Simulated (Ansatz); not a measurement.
Relaxed-ion elastic tensor of HfC in space group Pm-3m (No. 221; Hf on 3c, C on 3d) in GPa (Voigt order), plane-wave PAW PBEsol (Ansatz code); density 10.31 g/cm³, 15.35 Å³ per atom.

```tsv
	1	2	3	4	5	6
1	344	74.2	74.2	0.0	0.0	0.0
2	74.2	344	74.2	0.0	0.0	0.0
3	74.2	74.2	344	0.0	0.0	0.0
4	0.0	0.0	0.0	30.7	0.0	0.0
5	0.0	0.0	0.0	0.0	30.7	0.0
6	0.0	0.0	0.0	0.0	0.0	30.7
```

Task: Is the crystal mechanically stable?

Result: Yes: the smallest eigenvalue of C is 30.7 GPa.

Task: Work out the Voigt, Reuss and Hill averages.

Result: K_V = 164, K_R = 164, K_H = 164; G_V = 72.4, G_R = 44.5, G_H = 58.4 GPa.

Task: Give Young's modulus, Poisson's ratio, Pugh's ratio and the universal anisotropy index.

Result: E = 9KG/(3K + G) = 157 GPa; ν = 0.34; K/G = 2.81 (ductile by the Pugh limit of 1.75); A_U = 5G_V/G_R + K_V/K_R − 6 = 3.14.

Task: Estimate the sound speeds and the Debye temperature.

Result: v_l = √((K + 4G/3)/ρ) = 4850 m/s, v_t = √(G/ρ) = 2380 m/s, mean 2670 m/s; Θ = (h/k)(3n/4πV)^(1/3) v_m = 320 K.

Task: Give the Zener ratio and Young's modulus along [100], [110] and [111].

Result: A = 2C44/(C11 − C12) = 0.23; 1/E = S11 − 2(S11 − S12 − S44/2)Γ with Γ = 0, 1/4, 1/3 gives 318, 106, 86.7 GPa.

Task: Solve the Christoffel equation for the three sound speeds along [100], [110], [111].

Result: Eigenvalues of C_ijkl n_j n_l equal ρv². In km/s, slowest first: [100] 1.73, 1.73, 5.78; [110] 1.73, 3.62, 4.82; [111] 3.12, 3.12, 4.46.

The start of the workflow was typed in or built on a structure type; neither database checked (COD, Materials Project) lists it. It is not the phase usual at ambient conditions (space group No. 225). The cell was relaxed with PBEsol under the symmetry of its start; its stability against distortions is not shown here. The run is not spin-polarised. Its formation energy is positive at this level, so the cell may be metastable or incomplete. As this level gives no gap, shear constants depend on the k-mesh and smearing (Fermi–Dirac, 0.1 eV here). Spin–orbit coupling is left out wherever it is not named.

Potentials: the earlier of the program's two PAW sets. The files were generated under PBE; for other functionals the program regenerates the frozen cores, and for LDA and PBEsol the local potential too.
